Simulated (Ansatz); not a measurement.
Put TaGa2 in P4/mmm (No. 123): Ta on 1c; Ga on 2e.

Theory: Ansatz 0.2.0, DFT PBE, scalar-relativistic, plane waves, PAW. Cutoff 420 eV, Γ-centred mesh, Gaussian smearing, no spin polarisation.

The zero of energy is the elements' standard structures at the same level; no fitted shifts are applied.

Q: Predict the relaxed structure.

A:

Space group P4/mmm (No. 123). a = 3.902 Å, b = 3.902 Å, c = 3.712 Å, α = 90.00°, β = 90.00°, γ = 90.00°
| atom | site | symmetry | x | y | z |
| --- | --- | --- | --- | --- | --- |
| Ta | 1c | 4/mmm | 0.5000 | 0.5000 | 0.0000 |
| Ga | 2e | mmm. | 0.0000 | 0.5000 | 0.5000 |

Ta is surrounded by 8 Ga at 2.69 Å and 6 Ta at 3.71–3.90 Å; around Ga lie 4 Ta at 2.69 Å and 4 Ga at 2.76 Å. Another local minimum with the same sites may exist.

Q: And its energy and gap?

A: The energy over the elements is +0.11 eV/atom. The gap on the 12×12×12 mesh of the 3-atom cell is 0 eV (a metal). The separate elements lie lower, so it is unstable against them.

The last run used Gaussian smearing of 0.10 eV. These runs have no spin–orbit coupling, which can matter for Ta. Symmetry constrained the relaxation, so the result can be a saddle point. Another cell of TaGa2 relaxed alike, in P4/mmm, lies 273 meV/atom lower, so this cell isn't the stable form at this level.
